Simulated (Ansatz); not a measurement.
This run works on a generated trial structure, not on a known crystal.

Input and command of a plane-wave DFT calculation in Ansatz:

```yaml
crystal:
  lattice:
    - [3.46486158, 0.0, 0.0]
    - [0.0, 3.48869413, 0.0]
    - [0.0, 0.0, 3.51540993]
  atoms:
    - { symbol: Er, position: [0.0, 0.0, 0.0] }
    - { symbol: B, position: [0.5, 0.5, 0.0] }
    - { symbol: Rh, position: [0.5, 0.5, 0.5] }
basis:
  ecutwfc: 770
kpoints:
  mp_grid: { grid: [6, 6, 6] }
hamiltonian:
  xc: pbe
  pseudopotentials:
    kind: paw
    azcp: { Er: "pseudopotentials/pbe/nc/lanthanide_3plus/Er.nc.azcp" }
scf:
  occupations: { method: gaussian, width: 0.1 }
  lower_state_search: "off"
output:
  forces: true
  stress: true
  eigenvalues: true
relax:
  adjacent_minimum: "off"
  f_tol: 0.04
  max_steps: 70
  cell: { stress_tol: 0.4 }
```

```bash
ansatz run input.yaml --threads 1 --pin off --max-ram 2560MiB --backend cpu --events-out ev --progress --plain --runs-dir out
```

Processor: Intel(R) Xeon(R) Processor @ 2.50GHz (Skylake/Cascade Lake), 1 thread, on a host shared with other jobs.

Task: Estimate time, memory and problem size.

Result: About 97 s, peak memory 0.45 GiB. It solves 20 bands at 64 k points (after reduction by symmetry) with about 2509 plane waves (on the last cell), in 40 SCF iterations over 6 ionic steps.

With its 4f electrons in the core of a norm-conserving potential, the lanthanide is trivalent by construction, without f bands, f moments or other valences.
